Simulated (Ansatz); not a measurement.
An element in the fcc structure gives these cold pressures by all-electron LAPW under PBEsol (Ansatz 0.2.0, scalar-relativistic, no spin polarisation).

```json
{"V (Å³/atom)": "14.56", "P (GPa)": "-0.05"}
{"V (Å³/atom)": "13.69", "P (GPa)": "14.86"}
{"V (Å³/atom)": "12.82", "P (GPa)": "36.7"}
{"V (Å³/atom)": "11.65", "P (GPa)": "82.6"}
{"V (Å³/atom)": "10.49", "P (GPa)": "159.8"}
{"V (Å³/atom)": "9.32", "P (GPa)": "292.7"}
{"V (Å³/atom)": "8.01", "P (GPa)": "570.1"}
{"V (Å³/atom)": "6.55", "P (GPa)": "1229"}
```

(1) Which element is it?

Results:

(1) Pd. Its zero-pressure volume in this structure is near 14.6 Å³/atom; the volume and the steepness of P(V) together point to it, though neighbours can come close. Other candidates weren't computed, and some may come near.
